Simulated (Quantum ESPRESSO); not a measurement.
Field gradients of BaNaYWO₆ from PBE PAW (JTH datasets; density from pw.x of a modified build of Quantum ESPRESSO, gradients reconstructed from it by a script). The input of pw.x:

```
&CONTROL
  calculation = 'scf'
  prefix = 'x'
  pseudo_dir = './pseudo'
  outdir = './out'
  tprnfor = .true.
/
&SYSTEM
  ibrav = 0
  nat = 10
  ntyp = 5
  ecutwfc = 60
  ecutrho = 240
  occupations = 'fixed'
  nbnd = 44
/
&ELECTRONS
  conv_thr = 1e-11
/
ATOMIC_SPECIES
Na 22.990 Na.GGA_PBE-JTH.UPF
Ba 137.327 Ba.GGA_PBE-JTH.UPF
Y 88.906 Y.GGA_PBE-JTH.UPF
W 183.840 W.GGA_PBE-JTH.UPF
O 15.999 O.GGA_PBE-JTH.UPF
CELL_PARAMETERS angstrom
    0.000000000000     4.206785000000     4.206785000000
    4.206785000000     0.000000000000     4.206785000000
    4.206785000000     4.206785000000     0.000000000000
ATOMIC_POSITIONS crystal
Na     0.250000000000     0.250000000000     0.250000000000
Ba     0.750000000000     0.750000000000     0.750000000000
Y      0.500000000000     0.500000000000     0.500000000000
W      0.000000000000    -0.000000000000     0.000000000000
O      0.767550000000     0.232450000000     0.232450000000
O      0.767550000000     0.232450000000     0.767550000000
O      0.232450000000     0.767550000000     0.767550000000
O      0.232450000000     0.767550000000     0.232450000000
O      0.767550000000     0.767550000000     0.232450000000
O      0.232450000000     0.232450000000     0.767550000000
K_POINTS automatic
5 5 5 0 0 0
```
Geometry: a computed entry of the Materials Project; it was not checked against measured cells. It is BaNaYWO6 in F-43m; whether this form has been observed was not checked. Stability against distortions was not tested. Forces on the atoms reach 0.38 eV/Å at this level. The run has no spin polarisation.

Vzz is the sum of three terms, each taken along its main axis: the smooth valence density, the ions (nucleus and frozen core) with the augmentation charges of all other spheres, and the all-electron minus smooth density in the atom's own sphere. The split hangs on the datasets.  Cores are frozen. Against all-electron runs on small test molecules, this scheme's |Vzz| missed by −2 to +6 % on O.

| site | smooth valence density | ions and other spheres | own sphere | Vzz (a.u.) |
|---|---|---|---|---|
| O (atoms 5, 6, 7, 8, 9, 10) | 0.327 | -0.363 | (withheld) | (withheld) |

**Question.** Complete the blanks.

**Answer.** 
- O (atoms 5, 6, 7, 8, 9, 10), own sphere: -0.086
- O (atoms 5, 6, 7, 8, 9, 10), Vzz (a.u.): -0.122
